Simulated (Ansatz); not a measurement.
Consider the following.

PtS2:
```xyz
6
Lattice="-2.3573 2.3573 5.9442 2.3573 -2.3573 5.9442 2.3573 2.3573 -5.9442" Properties=species:S:1:pos:R:3 pbc="T T T"
Pt     0.0000     0.0000     5.9442
Pt     2.3573     0.0000     2.9721
S      0.0000     0.0000     3.6012
S      2.3573     0.0000     0.6292
S      2.3573     0.0000     5.3150
S      0.0000     0.0000     8.2871
```

This is the PBE-relaxed structure.

Task: All from DFT-PBE in the program Ansatz with PAW potentials, unless another level is named. Give the electronic character.

Result: metallic (no gap).

Task: And the density of states at the Fermi level?

Result: 0.48 states/eV per atom (mean over ±0.08 eV).

Task: Predict the formation energy from the elements (no fitted shifts).

Result: 0.019 eV/atom.

Space group I4_1/amd (anatase). A made-up cell: these elements were put on the sites of a structure type; neither database checked (COD, Materials Project) lists it. COD files the formula under space group No. 164, so this cell is another polymorph or a model. Whether it is the stable phase at ambient conditions was not checked. Symmetry was held in the PBE relaxation; its stability against distortions is not shown here. The run is not spin-polarised. The references are the lowest solids computed at this level, not always the standard phases. Spin–orbit coupling is left out wherever it is not named.

Potentials: the later of the program's two PAW sets.
